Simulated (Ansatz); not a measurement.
Sr (fcc (Cu type), Fm-3m) at seven volumes, DFT-PBEsol in the program Ansatz with PAW potentials, scaled uniformly. One row is withheld.

```csv
V (Å³/atom),P (GPa)
47.188,1.41
48.744,0.87
50.299,0.41
51.855,0.00
53.411,?
54.966,-0.65
56.522,-0.92
```

Fit the shown pressures and predict the withheld one.

P = (3/2)B₀(x^(7/2) − x^(5/2))[1 + (3/4)(B′ − 4)(x − 1)] with x = (V₀/V)^(2/3). Least squares on the six rows gives V₀ = 51.867 Å³/atom, B₀ = 12.5 GPa, B′ = 3.69. At V = 53.411, x = 0.9806 and P = -0.35 GPa. The run itself gave -0.35 GPa.

The PBEsol relaxation kept the symmetry of its start.

Potentials: the later of the program's two PAW sets.
